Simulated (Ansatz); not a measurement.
HfGeS:
```
CELL_PARAMETERS angstrom
      3.62113     0.00000     0.00000
      0.00000     3.62113     0.00000
      0.00000     0.00000     7.94714
ATOMIC_POSITIONS crystal
  Ge 0.00000 0.00000 0.00000
  Ge 0.50000 0.50000 0.00000
  Hf 0.00000 0.50000 0.27358
  Hf 0.50000 0.00000 0.72642
  S  0.00000 0.50000 0.62001
  S  0.50000 0.00000 0.37999
```

Relaxed with r²SCAN.

Q: Give the Bader charges and basin volumes of the independent atoms, plane-wave PAW r²SCAN (Ansatz code).

A: 

| atom | Bader charge (e) | Bader volume (Å³) |
|---|---|---|
| Ge1 | -0.64 | 18.1 |
| Hf3 | +1.88 | 13.0 |
| S5 | -1.25 | 21.0 |

Space group P4/nmm. The workflow started from an entry of the Crystallography Open Database (COD). Its standing as an ambient phase is unchecked. Symmetry was held in the r²SCAN relaxation; whether a distortion lowers the energy is not shown. No spin polarisation was allowed. Spin–orbit coupling is left out wherever it is not named.

Potentials: the later of the program's two PAW sets.
